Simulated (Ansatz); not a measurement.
# Does relaxation matter for the field gradients of TiS2 with an S vacancy?

Start: a supercell of TiS2 (CdI2 type, P-3m1) built from a structure deposited in the COD, with all atoms left at the host's positions.

Space group P3m1 (No. 156); a = 10.2360, c = 11.3900 Å, γ = 120.00°.

```csv
site,Wyckoff,site symmetry,x,y,z
Ti1,3d,.m.,0.8889,0.7778,0.0000
Ti2,3d,.m.,0.8889,0.7778,0.5000
Ti5,3d,.m.,0.8889,0.4444,0.0000
Ti6,3d,.m.,0.8889,0.4444,0.5000
Ti7,3d,.m.,0.2222,0.7778,0.0000
Ti8,3d,.m.,0.2222,0.7778,0.5000
S19,1a,3m.,0.0000,0.0000,0.6250
S20,6e,1,0.0000,0.3333,0.1250
S21,6e,1,0.0000,0.3333,0.6250
S28,1b,3m.,0.3333,0.6667,0.1250
S29,1b,3m.,0.3333,0.6667,0.6250
S32,1c,3m.,0.6667,0.3333,0.1250
S33,1c,3m.,0.6667,0.3333,0.6250
S36,3d,.m.,0.1111,0.8889,0.3750
S37,3d,.m.,0.1111,0.8889,0.8750
S40,3d,.m.,0.1111,0.5556,0.3750
S41,3d,.m.,0.1111,0.5556,0.8750
S44,3d,.m.,0.4444,0.2222,0.3750
S45,3d,.m.,0.4444,0.2222,0.8750
```

One atom of each set is listed.

Method: Kohn–Sham DFT in Ansatz, PBE, plane waves and PAW, scalar-relativistic, 420 eV cutoff, Γ-centred 2×2×2 k-points, Fermi–Dirac smearing 0.01 eV, cell charge +2.

The largest force at the start is 2.1 eV/Å. Relaxing the ions at fixed cell moves them by 0.300 Å at most (atom 3, Ti) and 0.091 Å rms.

```tsv
site	moved (Å)	first shell before	first shell after	V_zz before (10²¹ V/m²)	η before
Ti1	0.300	5 S at 2.43 Å	5 S at 2.24–2.39 Å	7.74	0.21
Ti5	0.138	6 S at 2.43 Å	6 S at 2.37–2.50 Å	-1.87	0.13
Ti7	0.033	6 S at 2.43 Å	6 S at 2.40–2.47 Å	-2.07	0.03
S20	0.072	3 Ti at 2.43 Å	3 Ti at 2.37–2.47 Å	-0.88	0.76
S21	0.011	3 Ti at 2.43 Å	3 Ti at 2.42–2.43 Å	-1.54	0.02
S32	0.059	3 Ti at 2.43 Å	3 Ti at 2.42 Å	-0.68	0.00
S37	0.101	3 Ti at 2.43 Å	3 Ti at 2.39–2.44 Å	3.69	0.18
S41	0.034	3 Ti at 2.43 Å	3 Ti at 2.40–2.45 Å	-0.64	0.40
S44	0.009	3 Ti at 2.43 Å	3 Ti at 2.42–2.43 Å	-1.53	0.01
S45	0.117	3 Ti at 2.43 Å	3 Ti at 2.24–2.50 Å	3.53	0.29
```

Q: What are V_zz and η after the relaxation?

A: 

```tsv
site	V_zz after	η after	change of V_zz
Ti1	5.24	0.36	-2.50
Ti5	1.23	0.68	–
Ti7	-1.77	0.04	+0.30
S20	-0.60	0.69	–
S21	-1.85	0.06	-0.31
S32	0.33	0.00	+1.01
S37	1.73	0.57	-1.96
S41	1.18	0.49	–
S44	-1.61	0.07	-0.08
S45	-2.75	0.28	-6.28
```

The largest change of V_zz along a kept axis is on S45, from 3.53 to -2.75. In per cent, |V_zz| changes by -32 to -14 on Ti, -53 on S (all sites that start above 2, bar those whose gradient vanishes or changes sign or whose main axis turns by over 40°). Where |V_zz| stays above 0.1 and the axes keep their order, η moves most on Ti1, from 0.21 to 0.36. On S37, S45 V_xx and V_yy change places (or their axes turn by over 50°), so the two values of η hide a larger change. V_zz changes sign on S45 (axis turned by 24°), S32 (same axis). On Ti5, S20, S41 the largest principal value lies along another axis in the second run, so the two V_zz can't be compared directly. The table leaves out 9 of the 19 sites, with |V_zz| up to 2.08; their tensors move by 0.23 at most along any direction. The statements above cover all sites. The host's own positions weren't relaxed first, so part of the change far from the defect can be the host's relaxation.

The run isn't spin-polarised, and a state with spin may lie lower. The defect repeats with the cell of 53 atoms, so it feels its images: sites between two images don't show the values beside a lone defect, and zeros or small values of η there can come from the images' arrangement. S and Ti carry a gradient in the pure host already, so the values there aren't the defect's effect alone. A uniform background compensates the cell's charge. The defect cell has no gap above 0.1 eV on its mesh, so the values can hang on the smearing and the k-mesh.
Before: The neighbours have not yet relaxed around the defect (largest force 2.1 eV/Å), so a real crystal will differ.
After: The relaxation keeps the symmetry of the vacancy's site, so distortions that break it, Jahn–Teller ones too, aren't explored.
